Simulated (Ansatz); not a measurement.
Thermal properties of Al₄Cu from its phonons

Level of theory: Ansatz 0.2.0, DFT PBE, scalar-relativistic, plane waves, PAW. Settings: 420 eV plane-wave cutoff, Γ-centred 18×18×2 mesh, Fermi-Dirac smearing of 0.15 eV. No spin polarisation. Phonons by linear response, acoustic sum rule imposed.

The cell, relaxed at this level:
```cif
data_structure
_symmetry_space_group_name_H-M 'P 1'
_symmetry_Int_Tables_number 1
_cell_length_a 2.8283
_cell_length_b 2.8283
_cell_length_c 22.3867
_cell_angle_alpha 90.000
_cell_angle_beta 90.000
_cell_angle_gamma 120.000
_cell_volume 155.08
loop_
_atom_site_label
_atom_site_type_symbol
_atom_site_fract_x
_atom_site_fract_y
_atom_site_fract_z
_atom_site_occupancy
Al1 Al 0.33333 0.66667 0.89379 1
Al2 Al 0.33333 0.66667 0.10621 1
Al3 Al 0.33333 0.66667 0.31856 1
Al4 Al 0.33333 0.66667 0.50000 1
Al5 Al 0.33333 0.66667 0.68144 1
Al6 Al 0.66667 0.33333 0.00000 1
Al7 Al 0.66667 0.33333 0.21298 1
Al8 Al 0.66667 0.33333 0.78702 1
Cu1 Cu 0.66667 0.33333 0.40997 1
Cu2 Cu 0.66667 0.33333 0.59003 1
```

It was reached by relaxing an invented guess, and it needn't be the stable form of this composition. In a metal, frequencies and elastic constants depend on the k mesh and the smearing, soft modes and shear constants most. The q mesh is coarse, so values between its points are rough.

Force constants from linear response on a 3×3×1 q mesh, interpolated to a fine mesh.

Phonon density of states, in bins of 5 cm⁻¹:
bin centre (cm⁻¹), share of modes (%) and a bar:
```
      2.5        0.0
      7.5        0.0
     12.5        0.0
     17.5        0.0
     22.5        0.1 #
     27.5        0.1 #
     32.5        0.1 #
     37.5        0.1 #
     42.5        0.2 ##
     47.5        0.3 ##
     52.5        0.3 ###
     57.5        0.4 ####
     62.5        0.9 ########
     67.5        1.2 ###########
     72.5        1.8 #################
     77.5        2.0 ###################
     82.5        2.2 #####################
     87.5        2.2 #####################
     92.5        1.6 ###############
     97.5        2.3 #####################
    102.5        1.8 #################
    107.5        1.1 ##########
    112.5        0.9 #########
    117.5        1.1 ###########
    122.5        1.5 ##############
    127.5        2.1 ####################
    132.5        2.1 ####################
    137.5        2.6 #########################
    142.5        1.5 ##############
    147.5        1.8 #################
    152.5        2.3 #####################
    157.5        2.1 ####################
    162.5        3.0 #############################
    167.5        2.0 ###################
    172.5        1.9 ##################
    177.5        2.4 #######################
    182.5        2.1 ####################
    187.5        2.6 ########################
    192.5        2.3 ######################
    197.5        2.0 ##################
    202.5        1.7 ################
    207.5        1.8 #################
    212.5        2.0 ###################
    217.5        2.4 #######################
    222.5        1.7 ################
    227.5        1.6 ###############
    232.5        2.0 ##################
    237.5        2.1 ###################
    242.5        1.3 ############
    247.5        1.3 #############
    252.5        0.9 ########
    257.5        0.8 ########
    262.5        0.9 #########
    267.5        3.2 ##############################
    272.5        2.0 ###################
    277.5        2.5 ########################
    282.5        2.5 ########################
    287.5        2.8 ##########################
    292.5        2.4 #######################
    297.5        2.1 ####################
    302.5        1.7 ################
    307.5        1.4 ##############
    312.5        1.2 ###########
    317.5        1.3 ############
    322.5        0.7 #######
    327.5        0.3 ###
    332.5        0.2 ##
    337.5        0.2 ##
    342.5        0.0
```

Problem. How much zero-point energy does an atom carry?

Solution. 35.6 meV.

Problem. How large are the vibrational entropy and heat capacity at 300 K?

Solution. S = 3.66 k_B and C_V = 2.77 k_B per atom, 92 % of the Dulong–Petit value.

Problem. Tabulate them against temperature.

Solution.
```csv
T (K),F_vib (meV/atom),S (k_B/atom),C_V (k_B/atom)
100,32.3,1.09,1.69
200,16.1,2.58,2.53
300,-11.0,3.66,2.77
400,-46.3,4.48,2.87
500,-87.7,5.12,2.91
600,-134.2,5.66,2.94
700,-185.0,6.11,2.96
800,-239.4,6.51,2.97
900,-297.0,6.86,2.97
1000,-357.5,7.17,2.98
```
